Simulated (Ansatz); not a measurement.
W:
```
CELL_PARAMETERS angstrom
      0.00000     3.69425     3.69425
      3.69425     0.00000     3.69425
      3.69425     3.69425     0.00000
ATOMIC_POSITIONS crystal
  W  0.75000 0.75000 0.75000
  W  0.50000 0.50000 0.50000
  W  0.12500 0.62500 0.12500
  W  0.12500 0.12500 0.12500
  W  0.62500 0.12500 0.12500
  W  0.12500 0.12500 0.62500
```

Relaxed with PBE. Special points in fractions of this cell's reciprocal vectors: Γ (0.000, 0.000, 0.000); X (0.500, 0.000, 0.500); U (0.625, 0.250, 0.625); K (0.375, 0.375, 0.750); L (0.500, 0.500, 0.500); W (0.500, 0.250, 0.750).

Problem. List the band energies nearest the Fermi level at these points for PBE (plane waves, PAW; program Ansatz).

Solution. In eV from the Fermi level; about four levels below and three above (degenerate sets whole), none deeper than 8.9 eV; points with the same levels are listed once.

```
k                                below                above
-  -----------------------------------  -------------------
Γ  -1.13 -1.13 -1.13 -0.06 -0.06 -0.06       0.57 0.57 2.11
X              -1.80 -1.80 -0.67 -0.67  0.42 0.42 1.80 1.80
U              -1.80 -1.65 -0.99 -0.09       0.10 0.48 0.99
L        -1.65 -1.65 -1.37 -0.10 -0.10       0.52 0.68 0.68
W              -1.71 -1.71 -0.90 -0.90  0.60 0.60 1.43 1.43
```

Space group Fd-3m. The start of the workflow was typed in or built on a structure type; neither database checked (COD, Materials Project) lists it. It is not the phase usual at ambient conditions (space group No. 229). The PBE relaxation kept the symmetry of its start; its stability against distortions is not shown here. No spin polarisation was allowed. Spin–orbit coupling is left out wherever it is not named.

Potentials: the earlier of the program's two PAW sets.
